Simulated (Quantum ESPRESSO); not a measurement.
CdZnO2 is modelled in the trigonal space group P3m1 (No. 156), Pearson symbol hP4. Lattice parameters: a = b = 3.3181 Å, c = 5.5623 Å, α = β = 90.00°, γ = 120.00°. O1 on 1a is surrounded by 3 Zn at 1.998 Å and 1 Cd at 2.160 Å (tetrahedral). O2 on 1b has 1 Zn at 1.908 Å and 3 Cd at 2.128 Å (tetrahedral). Zn on 1b has 4 O at 1.908–1.998 Å (tetrahedral). Cd on 1a has 4 O at 2.128–2.160 Å (tetrahedral). (Neighbours: up to the widest gap in distance over summed covalent radii, below 1.35, at either atom; cation-cation contacts left out.)

Cell and atoms were relaxed with LDA from Materials Project entry mp-1215505, within its symmetry.

Problem. What does norm-conserving LDA (Quantum ESPRESSO, 102 Ry, without SOC) give for the electronic structure near the Fermi level?

Solution. Along the path the LDA gap is only about 0.02 eV, below what this setup resolves reliably; no G0W0 run was built on it. Semilocal functionals shrink small gaps, and the order of the bands at the edge may be inverted. Spin-orbit splittings are left out.

The structure is a Materials Project entry; no match was found in the copy of COD used, and its stability was not checked.
